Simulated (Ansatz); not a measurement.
SnC (CsCl type, space group No. 221) under volume change, PBE in the plane-wave PAW code Ansatz, scaled uniformly.

| V (Å³/atom) | E − E(relaxed) (meV/atom) | P (GPa) |
|---|---|---|
| 13.606 | 42.8 | 10.79 |
| 14.055 | 18.2 | 6.85 |
| 14.503 | 4.3 | 3.15 |
| 14.952 | 0.0 | -0.01 |
| 15.400 | 3.9 | -2.66 |
| 15.849 | 14.3 | -4.70 |
| 16.297 | 29.8 | -6.35 |

Q: What does a third-order Birch–Murnaghan fit give for V₀, B₀ and B′?

A: V₀ = 14.96 Å³/atom, B₀ = 92.2 GPa, B′ = 4.7.

Space group Pm-3m (CsCl type). The cell is a constructed one: a structure type filled with these elements; neither database checked (COD, Materials Project) lists it. Its standing as an ambient phase is unchecked. The cell was relaxed with PBE under the symmetry of its start; whether a distortion lowers the energy is not shown. Scalar-relativistic: spin–orbit coupling is off unless named, which matters more the heavier the elements.

Potentials: the earlier of the program's two PAW sets.
